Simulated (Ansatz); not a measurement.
**Notes on Nb$_{3}$Ag**

```xyz
4
Lattice="4.2550 0.0000 0.0000 0.0000 4.2550 0.0000 0.0000 0.0000 4.0142" Properties=species:S:1:pos:R:3 pbc="T T T"
Nb    0.0000    2.1275    2.0071
Nb    2.1275    0.0000    2.0071
Ag    0.0000    0.0000    0.0000
Nb    2.1275    2.1275    0.0000
```

Single point in Ansatz 0.2.0 with LDA, no spin polarisation. Cutoff 420 eV, PAW datasets, 8×8×8 Γ-centred k mesh, fermi-dirac filling (width 0.1 eV).

Q: What do density and ELF say about some of the short contacts?

A: Nb–Nb at 2.92 Å: least valence density 0.28 e/Å³ and ELF 0.29 there. Nb–Ag at 2.92 Å: least valence density 0.24 e/Å³ and ELF 0.20 there. These are pseudo-fields; inside the PAW spheres they differ from the all-electron ones.

Q: Which element gives electrons and which takes them?

A: Bader charges in e: Nb +0.29 to +0.38, Ag -1.04. In the mean Nb gives up most and Ag takes most.

Q: Is the cell too large or too small?

A: The pressure is -11.8 GPa (compression positive), so with the atoms held at these fractions the cell would first shrink. The principal stresses -13.2, -11.0, -11.0 GPa differ, so its shape would change too.

Q: Is it stable against the elements?

A: 0.26 eV an atom against the elements' usual phases (free molecules for gases, crystals otherwise, with no correction for O₂ or N₂), so at this geometry it isn't bound against them. Relaxing would lower it.

Q: Is there a gap?

A: It is a metal, with about 4.8 states/eV a cell as the mean within 0.25 eV of the Fermi level, mostly Nb d (86 %).

Origin: a known structure type with other elements, at an estimated volume, so it need not be a known compound. Caveats: many states at the Fermi level without spin polarisation, so a magnetic state may lie lower.
